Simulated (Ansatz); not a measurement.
A geometry of RbAu away from equilibrium: the start of the relaxation of a generated cell, RbAu built in the AFLOW prototype AB_tI16_141_e_e (B_g, as in BMo). Method: PBE (plane waves to 420 eV, PAW, scalar-relativistic; Ansatz, a program for electronic structure). Γ-centred k-mesh 10×10×10 on the run's cell (coarser than for final values), Fermi–Dirac smearing 0.05 eV.

```xyz
8
Lattice="-2.3323 2.3323 12.7123 2.3323 -2.3323 12.7123 2.3323 2.3323 -12.7123" Properties=species:S:1:pos:R:3 pbc="T T T"
Au     0.0000     0.0000     8.9495
Au     2.3323     0.0000    10.1190
Au     0.0000     0.0000    16.4752
Au     2.3323     0.0000     2.5933
Rb     0.0000     0.0000     4.9832
Rb     0.0000     2.3323     1.3729
Rb     0.0000     0.0000    20.4414
Rb     0.0000     2.3323    11.3394
```

Q: What forces act on the atoms (eV/Å)?

A: 
```
atom    Fx    Fy     Fz
----  ----  ----  -----
Au1   0.00  0.00  -1.04
Au2   0.00  0.00   1.04
Au3   0.00  0.00   1.04
Au4   0.00  0.00  -1.04
Rb5   0.00  0.00   0.26
Rb6   0.00  0.00  -0.26
Rb7   0.00  0.00  -0.26
Rb8   0.00  0.00   0.26
```

Q: What is the pressure?

A: +4.0 GPa, compression positive.

Q: How far above the relaxed end point is this geometry?

A: 0.09 eV/atom; the path ends in I4₁/amd (No. 141) (AFLOW prototype AB_tI16_141_e_e (B_g, as in BMo)).

No spin polarisation in the result.

The run could not lose the symmetry of its start: the end is stationary, and may be a saddle point rather than a minimum.

The end of the path is a generated cell of RbAu: the first start was made by placing the elements on the sites of a structure type, and the end was not matched to a known phase here, so it may be hypothetical. Known forms of RbAu include space group No. 221.
